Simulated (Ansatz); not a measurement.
Level of theory: DFT PBE, scalar-relativistic, plane waves, PAW, and for the lanthanide a 4f-in-core norm-conserving potential, in Ansatz 0.2.0. Settings: cutoff 690 eV, Γ-centred meshes spaced at most about 0.3 Å⁻¹, and about 0.25 Å⁻¹ or finer for metals (2π included), Gaussian smearing. No spin polarisation in the final relaxations.

Temperature and zero-point effects are left out. All come from trial cells, and lower structures may exist.

Question: Which of these relaxed structures of HoS₄ is the lowest in energy?
A.

```
Ho S
1.0
     5.19398    0.00000    0.00000
     0.00000    5.19398    0.00000
     0.00000    0.00000    5.19398
Ho S
1 4
Cartesian
  0.0000 0.0000 0.0000
  2.5970 2.5970 2.5970
  2.5970 0.0000 0.0000
  0.0000 2.5970 0.0000
  0.0000 0.0000 2.5970
```

B.

```
Ho S
1.0
     4.28077    0.00000    0.00000
    -2.14039    3.70726    0.00000
     0.00000    0.00000    9.34830
Ho S
1 4
Cartesian
  0.0000 0.0000 4.6742
  0.0000 0.0000 7.2181
  0.0000 0.0000 2.1302
  0.0000 2.4715 3.0058
  2.1404 1.2358 6.3425
```

C.

```
Ho S
1.0
     4.83379    0.00000    0.00000
     0.00000    4.83379    0.00000
     0.00000    0.00000    4.83379
Ho S
1 4
Direct
  0.00000 0.00000 0.00000
  0.30885 0.30885 0.30885
  0.69115 0.69115 0.30885
  0.30885 0.69115 0.69115
  0.69115 0.30885 0.69115
```

D.

```
Ho S
1.0
     5.43070    0.00000    0.00000
    -2.71535    4.70312    0.00000
     0.00000    0.00000    5.31063
Ho S
1 4
Cartesian
  0.0000 0.0000 2.6553
  2.7153 0.0000 2.6553
  -1.3577 2.3516 2.6553
  1.3577 2.3516 2.6553
  0.0000 0.0000 0.0000
```

Answer: D. It has space group P6/mmm (No. 191); the next, B, with space group P-3m1 (No. 164), lies 184 meV/atom higher. Counting S atoms around Ho (those within 1.25 times the shortest such distance or 1.15 times the sum of covalent radii, 1.27 where that leaves under three; a plus sign parts nearer from farther groups), the lowest has Ho 8 and the next has Ho 2+6.

Weakly bound directions are ill-defined at this level, which has no dispersion term (P-3m1), and this can change margins and order among such cells. In P6/mmm, P-3m1, P-43m, Pm-3m an odd number of valence electrons (the lanthanide is held trivalent, its 4f shell in the core) allows no gap without spin; another valence of the lanthanide, a larger cell or a magnetic state could open one. S stands nearly free of neighbours here, and without spin polarisation the energy of such atoms comes out too high. A magnetic state wasn't ruled out in cells without spin, among them P6/mmm, P-3m1, P-43m, Pm-3m. Cells relaxed within their symmetry can be saddle points. Some structure types and database cells were kept out of the candidates from the start, so a known form may be missing.

The lanthanide is trivalent by construction, without f bands, f moments or other valences.
